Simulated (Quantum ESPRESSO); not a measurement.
Si3AlC3N, convergence and cost over cutoff and k mesh

Simulated, not a measurement. The program is pw.x of Quantum ESPRESSO 7.5 (plane-wave density functional theory). The cell is made up: 8 atoms on a zincblende/diamond lattice, with randomly drawn elements, strain and displacements, not relaxed. PseudoDojo standard norm-conserving files (v0.5 for PBE, v0.4.1 for LDA and PBEsol) set the functional; there is no spin polarisation, spin-orbit coupling or dispersion term, and the masses in the input are unused placeholders.

Input of the run in row 4:

```
&control calculation='scf', pseudo_dir='./dojo.nc.sr.pbe.v0_5.standard.upf', outdir='./o', disk_io='medium', tprnfor=.true., tstress=.true. /
&system ibrav=0, nat=8, ntyp=4, nbnd=22, ecutwfc=84.00895049, nosym=.true., tot_charge=0,
 occupations='smearing', smearing='fd', degauss=0.0018374661
/
&electrons conv_thr=7.350e-09, electron_maxstep=60, /
ATOMIC_SPECIES
Al 1.0 Al.upf
C 1.0 C.upf
N 1.0 N.upf
Si 1.0 Si.upf
CELL_PARAMETERS angstrom
4.5604 0.0569 0.0251
0.0569 4.4878 -0.0301
0.0251 -0.0301 4.462
ATOMIC_POSITIONS angstrom
Si 0.0352 -0.0007 0.0101
Al 0.0923 2.2191 2.2412
Si 2.2657 0.0064 2.2393
Si 2.3215 2.2767 0.029
C 1.219 1.1323 1.1093
C 1.1841 3.4013 3.3112
N 3.4119 1.1589 3.3769
C 3.4488 3.3972 1.1012
K_POINTS automatic
4 4 4 1 1 1
```

The same cell was run at these settings. Meshes are shifted by half a step, and differences are from the last row, which is itself not exact.

| cutoff (eV) | k mesh | k points solved | threshold (eV) | free energy less the last row's (eV) | pressure (GPa) | largest stress difference (GPa) | largest force difference (eV/Å) | iterations | wall time (s) | k-point pools | processor |
| --- | --- | --- | --- | --- | --- | --- | --- | --- | --- | --- | --- |
| 800 | 2 x 2 x 2 | 4 | 1e-04 | 0.633 | -14.90 | 2.29 | 0.049 | 9 | 20 | 1 | AMD EPYC, Zen 5 class |
| 1143 | 1 x 1 x 1 | 1 | 1e-07 | 7.779 | -10.33 | 3.61 | 0.411 | 12 | 19 | 1 | AMD EPYC, Zen 5 class |
| 753 | 4 x 4 x 4 | 32 | 1e-07 | 0.410 | -16.39 | 3.74 | 0.012 | 13 | 102 | 1 | AMD EPYC, Zen 5 class |
| 1143 | 4 x 4 x 4 | 32 | 1e-07 | 0.004 | -12.68 | 0.02 | 0.001 | 12 | 159 | 1 | AMD EPYC, Zen 5 class |
| 1437 | 6 x 6 x 6 | 108 | 1e-07 | 0.000 | -12.66 | 0.00 | 0.000 | 13 | 649 | 1 | AMD EPYC, Zen 5 class |

Each pool is one process. Wall times include start-up and a band step at six k points, which weighs most on the coarsest meshes. The runs were on shared virtual cores whose load varied, so times are rough.